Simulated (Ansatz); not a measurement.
LaGe2Rh2, one cell by several methods

```
La Ge Rh
1.0
    -2.09713    2.09713    5.30359
     2.09713   -2.09713    5.30359
     2.09713    2.09713   -5.30359
La Ge Rh
1 2 2
Cartesian
  0.0000 0.0000 0.0000
  0.0000 0.0000 6.6602
  0.0000 0.0000 3.9470
  0.0000 2.0971 2.6518
  2.0971 0.0000 2.6518
```

Atom numbers follow the list: La1, Ge2, Ge3, Rh4, Rh5.

The cell is the one relaxed in the Materials Project (mp-4562), not relaxed further here; entries there can be hypothetical.

Spin polarisation is left out, and whether a magnetic state lies lower isn't shown here.

Spin–orbit coupling is left out, though it moves levels of the heavy atoms by tenths of an eV or more.

Levels of theory: DFT, LDA, PAW with Ansatz's default frozen-core files, scalar-relativistic (Ansatz 0.2.0); DFT, LDA, all-electron PAW with datasets made for the crystal, scalar-relativistic (Ansatz 0.2.0); DFT, LDA, all-electron LAPW, scalar-relativistic (Ansatz 0.2.0).

For PAW: a Γ-centred 12×12×12 k mesh, Fermi–Dirac smearing of 0.08 eV, cutoff 420 eV, no spin polarisation; the PAW files were made with PBE, and the program remakes their frozen cores for this functional. The crystal-made all-electron datasets (AE datasets) take a cutoff of 320 eV at this cell. LAPW targets a basis error of 1 meV/atom. The Ansatz runs share mesh, smearing and spin set-up. Plane-wave (PAW) pressures include the program's estimate of the Pulay term.

Stress and pressure are positive in compression.

Levels count from the Fermi level.

```json
{"quantity": "pressure (GPa)", "PAW": "-6.46", "AE datasets": "-6.40", "LAPW": "-6.40"}
{"quantity": "stress xx (GPa)", "PAW": "-6.75", "AE datasets": "-6.69", "LAPW": "-6.69"}
{"quantity": "stress zz (GPa)", "PAW": "-5.89", "AE datasets": "-5.83", "LAPW": "-5.83"}
{"quantity": "force on Ge2, z (eV/Å)", "PAW": "0.199", "AE datasets": "0.193", "LAPW": "0.194"}
{"quantity": "highest filled level at P (eV)", "PAW": "-1.077", "AE datasets": "-1.078", "LAPW": "-1.078"}
{"quantity": "lowest empty level at P (eV)", "PAW": "0.435", "AE datasets": "0.436", "LAPW": "0.436"}
{"quantity": "highest filled level at Γ (eV)", "PAW": "-0.224", "AE datasets": "-0.222", "LAPW": "-0.222"}
{"quantity": "lowest empty level at Γ (eV)", "PAW": "1.347", "AE datasets": "1.357", "LAPW": "1.357"}
{"quantity": "highest filled level at S (eV)", "PAW": "-2.268", "AE datasets": "-2.270", "LAPW": "-2.270"}
{"quantity": "lowest empty level at S (eV)", "PAW": "0.082", "AE datasets": "0.083", "LAPW": "0.083"}
```

PAW's pressure differs from the LAPW value by -0.06 GPa.
